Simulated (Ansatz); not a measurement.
# Ansatz run, BaZnPF

input.yaml (Ansatz 0.2.0)

```yaml
crystal:
  lattice:
    - [5.830024, -1.186862, 0.896934]
    - [-1.01064, 5.535303, -0.452041]
    - [0.109149, -0.832145, 5.822816]
  atoms:
    - { symbol: Ba, position: [0.51783, 0.713708, 0.982055] }
    - { symbol: Ba, position: [0.127834, 0.742344, 0.566336] }
    - { symbol: Zn, position: [0.900908, 0.234888, 0.210166] }
    - { symbol: Zn, position: [0.757971, 0.279001, 0.832718] }
    - { symbol: P, position: [0.037697, 0.85121, 0.106772] }
    - { symbol: P, position: [0.408451, 0.321559, 0.519486] }
    - { symbol: F, position: [0.665967, 0.693486, 0.491738] }
    - { symbol: F, position: [0.073132, 0.182884, 0.849048] }
kpoints:
  mp_grid: { grid: [3, 4, 3], shift: [0.0, 0.5, 0.5] }
magnetization:
  spin_polarized: false
scf:
  occupations: { method: cold, width: 0.1059 }
  lower_state_search: "off"
  max_iter: 200
hamiltonian:
  pseudopotentials: { kind: paw }
  xc: r2scan
basis:
  ecutwfc: 500
  fft_grid_basis: typed
output:
  forces: true
  stress: true
  eigenvalues: true
  populations: true
  elf: true
  write_potential: true
  volumetric_format: npy
  dos:
    e_range: [-12, 8]
    de: 0.05
    projected: { site_lists: { Ba: [Ba], F: [F], P: [P], Zn: [Zn] } }
checkpoint:
  read: saved_state
```

The saved state is an earlier solution for the same cell, perhaps on another mesh. 

Output (shortened):

```
Free energy (F): -21718.4342 eV
Harris-Foulkes:  -21718.4342 eV  (|F-HF|=1.37e-9)
Internal energy: -21718.4353 eV  (E = F + TS)
E sigma→0 (E₀):  -21718.4345 eV
Entropy (-TS):   0.0011 eV (0.143 meV/atom)
Fermi energy:    7.7282 eV
Step filling:    the computed levels leave a gap of 0.0083 eV = 0.1 smearing widths at the electron count; against every level under it full and every level over it empty, smearing changes F+E_penalty+E_count by +0.158 meV and its σ→0 estimate by -0.225 meV
--- Stress (GPa, compression-positive) ---
        1.1406       2.9574      -2.2055
        2.9574       1.8086      -1.3919
       -2.2055      -1.3919       4.4638
  P = ⅓ Tr σ = 2.4710 GPa (24.710 kbar)
--- Löwdin populations: 8 sites ---
  site symbol       q [e]
     0     Ba      8.3962
     1     Ba      8.4030
     2     Zn     11.2275
     3     Zn     11.5011
     4      P      6.2650
     5      P      5.6052
     6      F      7.6051
     7      F      7.7179
  spilling = 0.0188 (of n_electrons = 68.0000)
```

Absolute energies hang on the potentials; compare differences alone.

Origin: a disordered cell, so it need not be a known compound. Caveats: many states at the Fermi level without spin polarisation, so a magnetic state may lie lower; the k mesh is coarse if the cell is a metal.
